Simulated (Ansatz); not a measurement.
The cell is an ordered 8-atom cell of Ga₃BAs₄ on the zincblende lattice (I-42m); cell and atoms were relaxed with r2SCAN. Space group I-42m (No. 121), tetragonal; a = 5.454 Å, c = 10.837 Å in the conventional setting, 20.15 Å³ an atom. B is surrounded by 4 As at 2.12 Å; As is surrounded by 1 B at 2.12 Å and 3 Ga at 2.43–2.48 Å; Ga is surrounded by 4 As at 2.43 Å; Ga is surrounded by 4 As at 2.48 Å.

```xyz
8
Lattice="-2.7269 2.7269 5.4187 2.7269 -2.7269 5.4187 2.7269 2.7269 -5.4187" Properties=species:S:1:pos:R:3 pbc="T T T"
B     0.0000    0.0000    0.0000
As    1.2105    1.2105    1.2491
Ga    0.0000    2.7269    2.7094
As    1.5163   -1.5163    4.1696
Ga    0.0000    0.0000    5.4187
As    1.5163    1.5163    6.6678
Ga    2.7269    0.0000    2.7094
As   -1.5163    1.5163    4.1696
```

4 runs of Ansatz on this cell differ in the functional (and in the settings that go with it). Levels are in eV from each run's valence top; v1 is the last filled band, c1 the first empty one.

Run A, mean stress 0.0 GPa (compression positive):
```tsv
point	v4	v3	v2	v1	c1	c2
Γ	-2.89	-0.11	0.00	0.00	1.23	1.41
X	-1.51	-1.23	-1.08	-0.89	1.19	1.60
P	-1.65	-1.65	-1.22	-0.91	1.74	2.31
N	-2.47	-2.38	-1.63	-1.26	3.13	3.23
M	-2.12	-2.12	-1.65	-1.65	1.58	1.69
S	-2.40	-2.33	-1.49	-1.02	1.79	2.85
```

Run B, mean stress +0.3 GPa (compression positive):
```tsv
point	v4	v3	v2	v1	c1	c2
Γ	-3.01	-0.12	0.00	0.00	1.64	1.72
X	-1.57	-1.27	-1.10	-0.92	1.60	2.01
P	-1.70	-1.70	-1.26	-0.94	2.17	2.76
N	-2.58	-2.49	-1.69	-1.29	3.61	3.66
M	-2.20	-2.20	-1.71	-1.71	1.95	2.05
S	-2.50	-2.43	-1.54	-1.05	2.14	3.27
```

Run C, mean stress +0.1 GPa (compression positive):
```tsv
point	v4	v3	v2	v1	c1	c2
Γ	-3.07	-0.12	0.00	0.00	2.26	2.36
X	-1.61	-1.31	-1.12	-0.95	2.22	2.63
P	-1.73	-1.73	-1.30	-0.96	2.80	3.41
N	-2.64	-2.54	-1.73	-1.32	4.27	4.32
M	-2.24	-2.24	-1.76	-1.76	2.59	2.69
S	-2.55	-2.49	-1.58	-1.07	2.77	3.92
```

Run D, mean stress +2.6 GPa (compression positive):
```tsv
point	v4	v3	v2	v1	c1	c2
Γ	-2.77	-0.12	0.00	0.00	0.88	1.14
X	-1.46	-1.17	-1.02	-0.84	0.88	1.21
P	-1.59	-1.59	-1.16	-0.85	1.39	2.06
N	-2.39	-2.30	-1.58	-1.21	2.79	2.92
M	-2.03	-2.03	-1.59	-1.59	1.29	1.41
S	-2.30	-2.26	-1.43	-0.98	1.52	2.51
```

**Question.** Match the runs to PBE, r2SCAN, HSE06, PBE0.

**Answer.** A is r2SCAN, B is HSE06, C is PBE0, D is PBE. In order of the gap: PBE 0.88, r2SCAN 1.19, HSE06 1.60, PBE0 2.22 eV.

Simulation only: spin-unpolarised, and no claim that this is the phase found in nature.

The runs are scalar-relativistic, without spin-orbit coupling.

The program warns that its thresholds are loose for a hybrid's stress.

The meshes of the hybrids are coarse, so their gaps aren't converged to the digits shown.
